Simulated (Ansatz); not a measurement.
A plane-wave run on SrHgIO2

input.yaml (Ansatz 0.2.0)

```yaml
crystal:
  lattice:
    - [5.71393, 0.0, 0.0]
    - [2.856965, -6.584696, 0.0]
    - [0.0, 0.0, -5.581598]
  atoms:
    - { symbol: I, position: [0.7445, 0.511, 0.75] }
    - { symbol: I, position: [0.2555, 0.489, 0.25] }
    - { symbol: O, position: [0.247, 0.0, 0.0] }
    - { symbol: O, position: [0.753, 0.0, 0.5] }
    - { symbol: O, position: [0.753, 0.0, 0.0] }
    - { symbol: O, position: [0.247, 0.0, 0.5] }
    - { symbol: Sr, position: [0.405, 0.19, 0.75] }
    - { symbol: Sr, position: [0.595, 0.81, 0.25] }
    - { symbol: Hg, position: [0.0739, 0.8522, 0.75] }
    - { symbol: Hg, position: [0.9261, 0.1478, 0.25] }
  symmetry: { tolerance: 0.0003 }
kpoints:
  mp_grid: { grid: [7, 7, 6], shift: [0, 0, 0] }
  band_path:
    path:
      - [0.0, 0.0, 0.0]
      - [0.0, -0.5, 0.0]
      - [0.40587426, -0.29706287, 0.0]
      - [0.59412574, 0.29706287, 0.0]
      - [0.0, 0.0, 0.0]
      - [0.0, 0.0, -0.5]
      - [0.59412574, 0.29706287, -0.5]
      - [0.40587426, -0.29706287, -0.5]
      - [0.0, -0.5, -0.5]
      - [0.0, -0.5, 0.0]
      - [0.0, 0.0, 0.0]
    npoints: 6
magnetization:
  spin_polarized: false
scf:
  occupations: { method: fermi_dirac, width: 0.0143 }
  lower_state_search: "off"
  max_iter: 200
hamiltonian:
  pseudopotentials: { kind: paw }
  xc: r2scan
basis:
  ecutwfc: 500
  fft_grid_basis: typed
output:
  forces: true
  stress: true
  eigenvalues: true
  bader: true
  populations: true
  elf: true
  write_potential: true
  volumetric_format: npy
  dos:
    e_range: [-12, 8]
    de: 0.05
    projected: { site_lists: { Hg: [Hg], I: [I], O: [O], Sr: [Sr] } }
checkpoint:
  read: saved_state
```

The saved state is an earlier solution for the same cell, perhaps on another mesh. 

Excerpt of what it printed:

```
Pseudopotentials: kind: paw
Pseudopotential: I, paw, valence charge 17, recommended cutoff 500 eV (meta_gga), I.paw.azcp
Pseudopotential: O, paw, valence charge 6, recommended cutoff 500 eV (meta_gga), O.paw.azcp
Pseudopotential: Sr, paw, valence charge 10, recommended cutoff 500 eV (meta_gga), Sr.paw.azcp
Pseudopotential: Hg, paw, valence charge 20, recommended cutoff 500 eV (meta_gga), Hg.paw.azcp
Functional definition: r2SCAN
  exchange = r2scan_x(k0 = k0, k1 = k1, a1 = a1)
  correlation = r2scan_c
Crystal: 10 atoms, lattice volume = 210.005 Å³
Basis set: ecut = 500 eV, 5347 PW (Γ), exchange–correlation on 180×216×180 points (64 copies of the dense FFT grid, shifted against one another)
Bands: 71, of which v1, the nominal top of the filled ones, is band 59 counted from 1 (58 counted from 0)
Symmetry: 8 space group operations
Space group: Cmcm (ITA 63), of the structure as read, at distance tolerance 1.8e-3 Å
k-points: 64 of 294
Initial density: read from a saved state, or passed on in memory by an earlier SCF of this step, an earlier step, the calling program or the single point that the run made first
Functional: x = r2scan, c = r2scan; τ floored in thin density (d = 2e-4 eV/Å³)
Free energy (F): -52097.1770 eV
Harris-Foulkes:  -52097.1770 eV  (|F-HF|=1.18e-9)
Internal energy: -52097.1722 eV  (E = F + TS)
E sigma→0 (E₀):  -52097.1746 eV
Entropy (-TS):   -0.0047 eV (-0.472 meV/atom)
Fermi energy:    7.7264 eV
--- Per-component energies (eV) ---
  E_band       = -1871.9187
  E_kinetic    = 2779.0254
  E_local      = -13007.6254  (includes V_loc(G=0)·N_el)
  E_nonlocal   = 566.7860
  E_hartree    = 5661.5812
  E_xc         = -1278.1203
  E_vxc        = -1634.5257  (∫ρ·V_xc dr)
  E_paw        = -35688.5866  (= ΣΔE_a)
  E_vpaw       = -2000.0738  (= ΣTr[D̂ρ^β])
  E_aug_tail   = 0.0048  (compensation charges beyond the density's cutoff)
  E_vtau       = 101.3341  (kinetic-family band-sum trace: ∫τ·v_τ [+ j·A + Jᵃ·Aᵃ] dr)
  E_ewald      = -11129.6657
  E_core_change = -0.5716  (= ΣΔE_core)
  E_smearing   = -0.0047  (= −TS)
--- Stress (GPa, compression-positive) ---
        4.6210       0.0000       0.0000
        0.0000       1.5149       0.0000
        0.0000       0.0000       6.8565
  P = ⅓ Tr σ = 4.3308 GPa (43.308 kbar)
--- Löwdin populations: 10 sites ---
  site symbol       q [e]
     0      I     17.5741
     1      I     17.5741
     2      O      7.0368
     3      O      7.0368
     4      O      7.0368
     5      O      7.0368
     6     Sr      8.3482
     7     Sr      8.3482
     8     Hg     18.5740
     9     Hg     18.5740
  spilling = 0.0073 (of n_electrons = 118.0000)
--- Bader charges: 10 sites ---
  site symbol  charge [e]  shift [e]
     0      I     -0.6321     0.0000
     1      I     -0.6321     0.0000
     2      O     -1.0055     0.0018
     3      O     -1.0055     0.0018
     4      O     -1.0055     0.0018
     5      O     -1.0055     0.0018
     6     Sr      1.5722     0.0003
     7     Sr      1.5722     0.0003
     8     Hg      1.0710     0.0033
     9     Hg      1.0711     0.0033
```

Absolute energies hang on the potentials; compare differences alone.

Origin: a known structure type with other elements, at an estimated volume, so it need not be a known compound. Caveats: many states at the Fermi level without spin polarisation, so a magnetic state may lie lower.
